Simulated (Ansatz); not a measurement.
LaGePt in space group I4_1md (No. 109; La on 4a, Ge on 4a, Pt on 4a), plane-wave PAW r²SCAN (Ansatz code), all energies at zero smearing, with the estimated change up to a 700 eV cutoff added, with one set of potentials and settings (totals compare only within such a set). Cell of 6 atoms (2 La, 2 Ge, 2 Pt): -46215.986 eV.

| element | reference phase | E (eV/atom) |
|---|---|---|
| La | P6_3/mmc, 4 atoms in the cell | -6264.6784 |
| Ge | Fd-3m, 2 atoms in the cell | -4302.9041 |
| Pt | Fm-3m, 1 atoms in the cell | -12536.7848 |

Formation energy per atom, worked out: (-46215.986 − 2×(-6264.6784) − 2×(-4302.9041) − 2×(-12536.7848))/6 = -1.209 eV/atom (-117 kJ per mol of atoms), at 0 K, without zero-point energy or fitted corrections.

The workflow started from a Materials Project entry (that database holds measured and hypothetical structures alike); the Crystallography Open Database copy checked does not list it. With Ge and Pt taken as one species the cell has the higher symmetry I4_1/amd, so it may be an ordered model of a mixed-site phase. Whether it is the stable phase at ambient conditions was not checked. Symmetry was held in the r²SCAN relaxation; whether a distortion lowers the energy is not shown. No spin polarisation was allowed. The references are the lowest solids computed at this level, not always the standard phases. Scalar-relativistic: spin–orbit coupling is off unless named, which matters more the heavier the elements.

Potentials: the later of the program's two PAW sets.
